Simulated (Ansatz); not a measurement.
Level of theory: DFT PBE, scalar-relativistic, plane waves, PAW (Ansatz). All cells share a 420 eV cutoff and Γ-centred k meshes spaced at most about 0.3 Å⁻¹ (about 0.25 or finer for metals, 2π included). No spin polarisation in the final relaxations.

All energies are static (0 K, no zero-point motion).

Two forms of ScGaN were relaxed alike.

A.

```yaml
crystal:
  lattice:
    - [3.17765, 0.00000, 0.00000]
    - [0.00000, 3.17765, 0.00000]
    - [0.00000, 0.00000, 4.27972]
  atoms:
    - { symbol: Sc, position: [0.00000, 0.00000, 0.50000] }
    - { symbol: Ga, position: [0.50000, 0.50000, 0.00000] }
    - { symbol: N, position: [0.00000, 0.00000, 0.00000] }
```

B.

```yaml
crystal:
  lattice:
    - [3.69953, 0.00000, 0.00000]
    - [-1.84977, 3.20389, 0.00000]
    - [0.00000, 0.00000, 3.58068]
  atoms:
    - { symbol: Sc, position: [0.00000, 0.00000, 0.00000] }
    - { symbol: Ga, position: [0.66667, 0.33333, 0.50000] }
    - { symbol: N, position: [0.33333, 0.66667, 0.50000] }
```

Question: Which is lower in energy, and by how much?

Answer: A is lower, by 256 meV/atom. A has space group P4/mmm (No. 123), 14.4 Å³/atom and no gap on its mesh; B has space group P-6m2 (No. 187), 14.1 Å³/atom and no gap. Counting N atoms around Ga and Sc (those within 1.25 times the shortest such distance or 1.15 times the sum of covalent radii), A has Sc 2, Ga 4 and B has Sc 6, Ga 3. In A, around Sc lie 2 N at 2.14 Å, 8 Ga at 3.10 Å and 4 Sc at 3.18 Å; Ga has 4 N at 2.25 Å and 8 Sc at 3.10 Å; N has 2 Sc at 2.14 Å and 4 Ga at 2.25 Å. In B, around Sc lie 6 Ga at 2.79 Å, 6 N at 2.79 Å and 8 Sc at 3.58–3.70 Å; around Ga lie 3 N at 2.14 Å and 6 Sc at 2.79 Å; around N lie 3 Ga at 2.14 Å and 6 Sc at 2.79 Å. Both come from invented guesses. A third cell relaxed alike, in P4/mmm, lies 0.56 eV/atom below the lower of the two.

Cells relaxed within their symmetry can be saddle points.
